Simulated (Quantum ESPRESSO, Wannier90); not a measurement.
## Wannierisation of ZrO$_{2}$ (P4₂/nmc)

```xyz
6
Lattice="3.6002 0.0000 0.0000 0.0000 3.6002 0.0000 0.0000 0.0000 5.2252" Properties=species:S:1:pos:R:3 pbc="T T T"
Zr     0.0000     0.0000     0.0000
Zr     1.8001     1.8001     2.6126
O      0.0000     1.8001     1.5768
O      0.0000     1.8001    -1.0358
O      1.8001     0.0000     1.0358
O      1.8001     0.0000    -1.5768
```

Materials Project entry mp-2574; symmetrised, unrelaxed at this level. COD (Crystallography Open Database) has the formula in 4 space groups, this one among them (matched by group alone). Level: PBEsol, spinors with spin-orbit coupling; pw.x of Quantum ESPRESSO at 68 Ry with PseudoDojo potentials, 6×6×4 k-points, Wannier90. Density: 8×8×6 mesh, cold smearing 0.01 Ry.

Valence charges of the files: Zr 12, O 6. 100 bands were computed.

Isolated groups of bands, relative to the valence-band maximum (bands from 57 on overlap up to the last one computed):

| bands | from (eV) | to (eV) | filling | weight on atomic waves |
|---|---|---|---|---|
| 1–4 | -47.26 | -47.20 | filled | Zr 4s 96 % |
| 5–8 | -26.76 | -26.41 | filled | Zr 4p 95 % |
| 9–16 | -25.21 | -24.62 | filled | Zr 4p 94 % |
| 17–24 | -17.40 | -15.22 | filled | O 2s 79 %, Zr 4d 10 %, Zr 5s 5 % |
| 25–48 | -5.24 | 0.00 | filled | O 2p 81 %, Zr 4d 15 % |
| 49–56 | 4.00 | 5.61 | empty | Zr 4d 85 %, O 2p 12 % |

Wanted is a model with the orbitals Zr d, O p, without the filled groups that are mainly made of other shells (semicore states, and anion s where it isn't named); all higher bands stay in for disentanglement.

**Question.** Give num_wann, exclude_bands and num_bands, and the number of electrons that the model holds.

**Answer.** Electrons: 2×12 + 4×6 = 48, which fill 48 bands.
num_wann = 2 × (2×5 + 4×3) = 44.
exclude_bands = 1-24, 24 bands, so num_bands = 100 − 24 = 76.
The model holds 48 − 1×24 = 24 electrons. With the window frozen to 5.50 eV it follows pw.x to 0.4 meV rms (states up to 5.0 eV relative to the valence-band maximum).
